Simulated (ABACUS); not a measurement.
Consider a self-consistent single point of AlN (P6_3mc, 8 atoms in the cell; from Materials Project mp-661, changed as shown).

```
CELL_PARAMETERS angstrom
      3.06602     0.00000     0.00000
      0.00000     5.31050     0.00000
      0.00000     0.00000     4.91662
ATOMIC_POSITIONS crystal
  Al 0.50000 0.16667 0.49929
  Al 0.00000 0.33333 0.99929
  Al 0.00000 0.66667 0.49929
  Al 0.50000 0.83333 0.99929
  N  0.50000 0.16667 0.88071
  N  0.00000 0.33333 0.38071
  N  0.00000 0.66667 0.88071
  N  0.50000 0.83333 0.38071
```

Computed with PBE, PseudoDojo 0.5 standard norm-conserving PBE (tails mended) pseudopotentials (plane waves; ABACUS).

ABACUS settings:

| key | value |
|---|---|
| KPT | Gamma 6 3 4 0 0 0 |
| basis_type | pw |
| ecutwfc | 84 Ry |
| smearing_method | fd |
| smearing_sigma | 0.00367493 Ry |
| potentials | PseudoDojo 0.5 standard norm-conserving PBE (tails mended) |
| symmetry | 1 |
| symmetry_prec | 1e-05 |
| ks_solver | dav_subspace |
| scf_nmax | 100 |
| scf_thr | 1.0e-09 Ry |
| mixing_type | pulay |

Results:

```
Item                                                      Value
------------------------------------------------  -------------
Number of valence electrons                                  32
Number of bands                                              26
Number of k-points after the program's reduction             24
Number of plane waves (most at a k-point)                  7063
Number of SCF iterations                                     11
FFT grid                                           36 × 60 × 60
Free energy E − TS                                -1392.4172 eV
Pressure                                              13.11 GPa
Largest force (vector length)                        0.027 eV/Å
```

Forces (eV/Å):
```
atom     Fx     Fy      Fz
----  -----  -----  ------
Al1   0.000  0.000  -0.027
Al2   0.000  0.000  -0.027
Al3   0.000  0.000  -0.027
Al4   0.000  0.000  -0.027
N5    0.000  0.000   0.027
N6    0.000  0.000   0.027
N7    0.000  0.000   0.027
N8    0.000  0.000   0.027
```

Stress (GPa, positive for compression):
```
13.44   0.00   0.00
 0.00  13.42   0.00
 0.00   0.00  12.47
```

For comparison: a first run was changed to give this one (lattice scaled by 0.98), and from it to this one the free energy goes up by 24.2 meV/atom, the pressure goes from -0.09 to 13.11 GPa and the largest force goes from 0.004 to 0.027 eV/Å.

The structure comes from a collection of computed structures, made at another level of theory; the collection holds predicted forms beside known ones.

Cost on one core: very roughly 60 core-seconds.

“Tails mended”: in these copies of the files the far tail of each local potential was reset to the Coulomb form.
